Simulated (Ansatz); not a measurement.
Here is the system:

VCu3S4:
```cif
data_Cu3S4V
_chemical_formula_sum 'V1 Cu3 S4'
_space_group_name_H-M_alt 'P 1'
_space_group_IT_number 1
_cell_length_a 5.24311
_cell_length_b 5.24311
_cell_length_c 5.24311
_cell_angle_alpha 90.000
_cell_angle_beta 90.000
_cell_angle_gamma 90.000
loop_
_space_group_symop_operation_xyz
  'x, y, z'
loop_
_atom_site_label
_atom_site_type_symbol
_atom_site_fract_x
_atom_site_fract_y
_atom_site_fract_z
_atom_site_occupancy
V1 V 0.00000 0.00000 0.00000 1
Cu1 Cu 0.00000 0.50000 0.00000 1
Cu2 Cu 0.50000 0.00000 0.00000 1
Cu3 Cu 0.00000 0.00000 0.50000 1
S1 S 0.75901 0.24099 0.75901 1
S2 S 0.24099 0.24099 0.24099 1
S3 S 0.24099 0.75901 0.75901 1
S4 S 0.75901 0.75901 0.24099 1
```

This is the LDA-relaxed structure.

Question: All from LDA in the plane-wave PAW code Ansatz, unless another level is named. Predict the formation energy from the elements (no fitted shifts).

Answer: -0.64 eV/atom.

Question: And the smallest direct gap on the standard path?

Answer: 1.44 eV.

Question: What about the band gap?

Answer: 1.05 eV (indirect).

Question: And the weight of the conduction-edge state by species (Voronoi cells)?

Answer: V 52 %, S 26 %, Cu 22 %.

Question: Give the conduction-band minimum.

Answer: at X (3 equivalent valleys).

Space group P-43m. The workflow started from a Materials Project entry (that database holds measured and hypothetical structures alike); the Crystallography Open Database files this formula in space group No. 215, but the cells were not matched. Its standing as an ambient phase is unchecked. Symmetry was held in the LDA relaxation; phonons on a q-mesh show no instability. No spin polarisation was allowed. The references are the lowest solids computed at this level, not always the standard phases.

Potentials: the later of the program's two PAW sets.
